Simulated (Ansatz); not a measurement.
What DFT gives for Li

```xyz
1
Lattice="-1.7394 1.7394 1.7394 1.7394 -1.7394 1.7394 1.7394 1.7394 -1.7394" Properties=species:S:1:pos:R:3 pbc="T T T"
Li    0.0000    0.0000    0.0000
```

Method: r2SCAN, no spin polarisation; PAW, plane waves to 500 eV, 14×14×14 Γ-centred mesh, fermi-dirac occupations (width 0.1 eV) (Ansatz 0.2.0), atoms fixed.

Contacts: Li–Li at 3.01 Å: least valence density 0.05 e/Å³ and ELF 0.04 there. These are pseudo-fields; inside the PAW spheres they differ from the all-electron ones.
Electronic structure: It is a metal, with about 0.44 states/eV a cell as the mean within 0.25 eV of the Fermi level.
Stress: The pressure is 0.0 GPa (compression positive), so with the atoms held at these fractions the cell is close to zero pressure.

Origin: a database entry at a rescaled volume.
